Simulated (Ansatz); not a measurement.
Here is an unrelaxed guess for Zr₃ScN₄.

```yaml
crystal:
  lattice:
    - [-3.02146, 3.02146, 3.02146]
    - [3.02146, -3.02146, 3.02146]
    - [3.02146, 3.02146, -3.02146]
  atoms:
    - { symbol: Zr, position: [0.50000, 0.00000, 0.50000] }
    - { symbol: Zr, position: [0.00000, 0.50000, 0.50000] }
    - { symbol: Zr, position: [0.50000, 0.50000, 0.00000] }
    - { symbol: Sc, position: [0.00000, 0.00000, 0.00000] }
    - { symbol: N, position: [0.64876, 0.64876, 0.64876] }
    - { symbol: N, position: [0.00000, 0.35124, 0.00000] }
    - { symbol: N, position: [0.35124, 0.00000, 0.00000] }
    - { symbol: N, position: [0.00000, 0.00000, 0.35124] }
```

The calculation used Ansatz, DFT PBE, scalar-relativistic, plane waves, PAW. Settings: cutoff 420 eV, Γ-centred mesh 4×4×4 on the computed 8-atom cell, Gaussian smearing of 0.10 eV; no spin polarisation.

Formation energies are uncorrected and refer to the elements' standard structures at the same level (N₂ as a molecule).

Task: What does a single point on this coarse mesh give?

Result: The pressure is 0.0 GPa (near zero), the largest force is 5.74 eV/Å, and the energy is −0.41 eV/atom against the elements. The shortest distance is 1.84 Å.

Task: How much does it gain on relaxing, and where does it end?

Result: Relaxing gains about 0.47 eV/atom (the start's value is from the coarse mesh, so the gain is rough) in 9 ionic steps and ends at −0.88 eV/atom on the finer mesh. The symmetry stays I-43m (No. 217). The volume per atom shrinks by 15.3 %, from 13.8 to 11.7 Å³. The shortest distance goes from 1.84 Å (Sc–N) to 2.14 Å (Sc–N). Conventional cell: a = 5.717 Å. Around Zr lie 4 N at 2.38 Å, 4 N at 2.61 Å, 2 Sc at 2.86 Å and 4 Zr at 2.86 Å; Sc has 4 N at 2.14 Å, 4 N at 2.81 Å and 6 Zr at 2.86 Å; around N lie 1 Sc at 2.14 Å, 3 Zr at 2.38 Å and 3 Zr at 2.61 Å.

The last run used a 10×10×10 mesh for its 8-atom cell and Gaussian smearing of 0.10 eV. The relaxation can't lower the symmetry of the start. Symmetry constrained the relaxation, so the result can be a saddle point.
